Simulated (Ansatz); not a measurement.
Mo (bcc, W type) is sheared across one {211} plane: the third cell vector gains the shift, so faults repeat every 7.7 Å. The cut lies between planes 1.29 Å apart; the cell height is held.

```
CELL_PARAMETERS angstrom
      2.72875     0.00000     0.00000
      0.00000     4.45602     0.00000
      0.00000     0.00000     7.71806
ATOMIC_POSITIONS crystal
  Mo 0.00000 0.00000 0.91667
  Mo 0.66667 0.50000 0.08333
  Mo 0.33333 0.00000 0.25000
  Mo 0.00000 0.50000 0.41667
  Mo 0.66667 0.00000 0.58333
  Mo 0.33333 0.50000 0.75000
```

In-plane vectors a = (2.729, 0.000) Å, b = (0.000, 4.456) Å, area 12.16 Å². The shift is s times the vector a (length 2.729 Å), so s = 1 restores the start. The shift is rigid: no atom relaxes. γ = [E(shift) − E(0)] / area.

All values below come from r2SCAN (plane waves to 500 eV, PAW, scalar-relativistic; Ansatz, a quantum-chemistry and plane-wave program). k mesh 14×9×5 (Γ-centred), Fermi-Dirac smearing 0.05 eV. Energies are extrapolated to zero smearing. With partly filled bands, the k mesh leaves noise in γ, roughly 0.02 J/m² as judged from a few cases. Faults lie only 7.7 Å apart, and holding the cell height and the atoms raises γ above its relaxed value. On this mesh the relaxed cell isn't quite at rest: it carries a pressure of 0.1 GPa (compression positive) at the zero of the scan. Mo is run without spin polarisation. Mo was relaxed with its symmetry unable to fall. The PAW data are Ansatz's earlier set. γ is measured from zero shift. The last digit holds for this mesh only.

| s | γ (J/m²) |
|---|---|
| 0.000 | 0.00 |
| 0.083 | 0.21 |
| 0.167 | 0.76 |
| 0.250 | 1.38 |
| 0.333 | 1.77 |
| 0.417 | withheld |
| 0.500 | 1.87 |
| 0.583 | 1.73 |
| 0.667 | 1.54 |
| 0.750 | 1.20 |
| 0.833 | 0.69 |
| 0.917 | 0.20 |

Question: Fit a Fourier form (three harmonics of 1 − cos and sin) to the given rows and predict γ at s = 0.417.

Answer: Least squares on the 11 given rows: γ = (0.932)·[1 − cos(2πs)] + (0.090)·sin(2πs) + (0.175)·[1 − cos(4πs)] + (-0.048)·sin(4πs), in J/m²; root-mean-square residual 0.007 J/m². At 0.417 the fit gives 1.91 J/m²; the calculation gives 1.91 J/m², the same to the digits shown. 

(The slope of γ gives the shear force per area between the displaced halves; near zero shift its curvature is an elastic stiffness.)
